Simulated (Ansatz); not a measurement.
Input file for Ansatz (a quantum-chemistry and plane-wave program):

Ansatz 0.2 input:
```yaml
crystal:
  lattice:
    - [7.8640111746, 0.0, 0.0]
    - [-3.9320055873, 6.8104334529, 0.0]
    - [0.0, 0.0, 5.4776289094]
  atoms:
    - { symbol: Hf, position: [0.0, 0.7473770369, 0.75] }
    - { symbol: Hf, position: [0.0, 0.2526229631, 0.25] }
    - { symbol: Hf, position: [0.2526229631, 0.0, 0.25] }
    - { symbol: Hf, position: [0.7473770369, 0.0, 0.75] }
    - { symbol: Hf, position: [0.2526229631, 0.2526229631, 0.75] }
    - { symbol: Hf, position: [0.7473770369, 0.7473770369, 0.25] }
    - { symbol: Hf, position: [0.3333333333, 0.6666666667, 0.5] }
    - { symbol: Hf, position: [0.6666666667, 0.3333333333, 0.5] }
    - { symbol: Hf, position: [0.6666666667, 0.3333333333, 0.0] }
    - { symbol: Hf, position: [0.3333333333, 0.6666666667, 0.0] }
    - { symbol: Si, position: [0.3904659543, 0.0, 0.75] }
    - { symbol: Si, position: [0.6095340457, 0.0, 0.25] }
    - { symbol: Si, position: [0.3904659543, 0.3904659543, 0.25] }
    - { symbol: Si, position: [0.6095340457, 0.6095340457, 0.75] }
    - { symbol: Si, position: [0.0, 0.3904659543, 0.75] }
    - { symbol: Si, position: [0.0, 0.6095340457, 0.25] }
kpoints:
  mp_grid: { grid: [6, 6, 8] }
hamiltonian:
  xc: r2scan
  pseudopotentials: { kind: paw }
scf:
  occupations: { method: gaussian, width: 0.05 }
checkpoint: { read: metal.run }
output: { write_density: true, elf: true, volumetric_format: npy }
```

Output (shortened):

```
Pseudopotential: Hf, paw, valence charge 26
Pseudopotential: Si, paw, valence charge 4
Functional definition: r2SCAN
Crystal: 16 atoms, lattice volume = 293.367 Å³
Basis set: ecut = 500 eV, 7465 PW (Γ), exchange–correlation on 240×240×160 points (64 copies of the dense FFT grid, shifted against one another)
Bands: 171, of which v1, the nominal top of the filled ones, is band 142 counted from 1 (141 counted from 0)
Symmetry: 24 space group operations
Space group: P63/mcm (ITA 193), of the structure as read, at distance tolerance 6.6e-5 Å
k-points: 35 of 288
Stability of the state it starts from, as read at its close in the unpolarized treatment …
iter 1 solved again at ethr=1.90e-8 eV; its pass at ethr=3.10e-3 eV (dr2=5.39e-5 eV) is discarded
SCF iter   1: F=—  HF=-161177.583015 eV  |F-HF|=—  |Δ(HF+E_count)|=         —  Δρ=1.83e-7  dr2=1.01e-10  dr2_τ=1.80e-11  ethr=1.90e-8  ⟨swp⟩=4.0  Hψ=40746  notcnv=0
preconditioner: auto → Kerker (q_TF=auto, 2.714 Å⁻¹)
SCF iter   2: F=-161177.583015 eV  HF=-161177.583015 eV  |F-HF|=5.82e-11  |Δ(HF+E_count)|=   4.15e-8  Δρ=1.30e-7  dr2=3.84e-11  dr2_τ=7.95e-12  ethr=1.00e-12  ⟨swp⟩=7.3  Hψ=24229  notcnv=0
SCF 1 converged in 2 iterations: F = -161177.583015 eV  dr2 = 3.84e-11
SCF converged after 2 iterations
Free energy (F): -161177.583015 eV
Harris-Foulkes:  -161177.583015 eV  (|F-HF|=5.82e-11)
Internal energy: -161177.575605 eV  (E = F + TS)
E sigma→0 (E₀):  -161177.579310 eV
Entropy (-TS):   -0.007410 eV (-0.463 meV/atom)
Fermi energy:    18.076414 eV
--- Per-component energies (eV) ---
  E_band       = 75.117760
  E_kinetic    = 4500.638336
  E_local      = -56405.280974  (includes V_loc(G=0)·N_el)
  E_nonlocal   = -12339.811671
  E_hartree    = 26603.727673
  E_xc         = -3152.366584
  E_vxc        = -3246.562098  (∫ρ·V_xc dr)
  E_paw        = -72636.065901  (= ΣΔE_a)
  E_vpaw       = 14202.023228  (= ΣTr[D̂ρ^β])
  E_aug_tail   = 0.000015  (compensation charges beyond the density's cutoff)
  E_vtau       = 156.655731  (kinetic-family band-sum trace: ∫τ·v_τ [+ j·A + Jᵃ·Aᵃ] dr)
  E_ewald      = -47751.173119
  E_core_change = 2.756621  (= ΣΔE_core)
  E_smearing   = -0.007410  (= −TS)
  E_closure    = 0.000000  (closes the sum)
  Σ components = -161177.583015   (vs F -161177.583015, Δ=0.00e0)
  [band-id]    e_kinetic+e_local+e_nonlocal+2·e_hartree+e_vxc+e_vpaw+e_augmentation_tail+e_vtau = 75.117912   (vs E_band 75.117760, Δ=1.52e-4)
--- Band table (eV; the first three rows and the last of 35) ---
  k-point 0: bands = ["-45.6646", "-45.6541", "-45.6541", "-45.6460", "-45.6452", "-45.6452", "-44.9553", "-44.9551", "-44.8228", "-44.8227", "-13.9083", "-13.8822", "-13.8436", "-13.8095", "-13.7607", "-13.7607", "-13.7386", "-13.7386", "-13.7013", …
  k-point 1: bands = ["-45.6639", "-45.6538", "-45.6538", "-45.6467", "-45.6455", "-45.6455", "-44.9503", "-44.9502", "-44.8279", "-44.8278", "-13.8777", "-13.8328", "-13.8269", "-13.8092", "-13.7877", "-13.7877", "-13.7143", "-13.7143", "-13.7065", …
  k-point 2: bands = ["-45.6619", "-45.6528", "-45.6528", "-45.6487", "-45.6465", "-45.6465", "-44.9361", "-44.9360", "-44.8424", "-44.8423", "-13.8439", "-13.8109", "-13.8109", "-13.8087", "-13.7629", "-13.7478", "-13.7478", "-13.7060", "-13.6744", …
  k-point 34: bands = ["-45.6551", "-45.6551", "-45.6498", "-45.6498", "-45.6498", "-45.6498", "-44.8894", "-44.8894", "-44.8894", "-44.8894", "-13.8160", "-13.8160", "-13.7853", "-13.7853", "-13.7853", "-13.7853", "-13.6831", "-13.6831", "-13.6650", …
```

Cost: very roughly 120 core-seconds on shared cores.

Space group P6_3/mcm. The workflow started from a Materials Project entry (that database holds measured and hypothetical structures alike); the Crystallography Open Database copy checked does not list it. Whether it is the stable phase at ambient conditions was not checked. The cell was relaxed with r²SCAN under the symmetry of its start; whether a distortion lowers the energy is not shown. No spin polarisation was allowed. Spin–orbit coupling is left out wherever it is not named.

Potentials: the later of the program's two PAW sets.

Ansatz is a plane-wave DFT program.
